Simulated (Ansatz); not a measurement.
A relaxed cell of Mn₄Ga is given with its symmetry left out. The cell was found from a structure generator's guess, not taken from experiment.

Theory: DFT PBE, scalar-relativistic, plane waves, PAW (Ansatz 0.2.0). Cutoff 420 eV, Γ-centred mesh, Gaussian smearing, collinear spin.

```
CELL_PARAMETERS angstrom
-2.83318 2.83318 1.88921
2.83318 -2.83318 1.88921
2.83318 2.83318 -1.88921
ATOMIC_POSITIONS crystal
Mn 0.08734 0.70424 0.79158
Mn 0.91266 0.29576 0.20842
Mn 0.70424 0.91266 0.61690
Mn 0.29576 0.08734 0.38310
Ga 0.50000 0.50000 0.00000
```

The zero of energy is the elements' standard structures at the same level; no fitted shifts are applied.

Q: Find its symmetry and describe it.

A: I4/m (No. 87), with Mn and Ga ordered on fcc sites. Conventional cell: a = 5.666 Å, c = 3.778 Å. Mn has 9 Mn at 2.47–2.69 Å and 3 Ga at 2.57–2.61 Å; Ga has 12 Mn at 2.57–2.61 Å.

Q: How far does it lie from the elements in energy?

A: 0.00 eV/atom. The formation energy is too near zero to say whether this cell lies below the elements.

Q: Is it a metal?

A: Yes, bands cross the Fermi level on the 12×12×10 mesh.

Q: Which magnetic moments does it keep?

A: 0.00 μB per atom net, the space between the atoms included; by site: Mn 2.0 (×2), -2.0 (×2) μB.

The last run used collinear spin, a 12×12×10 mesh (in the run's order of axes) for its 5-atom cell and Gaussian smearing of 0.10 eV. The k mesh leaves some 4 meV/atom of noise in the energy of each metallic cell. Another magnetic order may lie lower. A structure relaxed within its symmetry needn't be a true minimum.
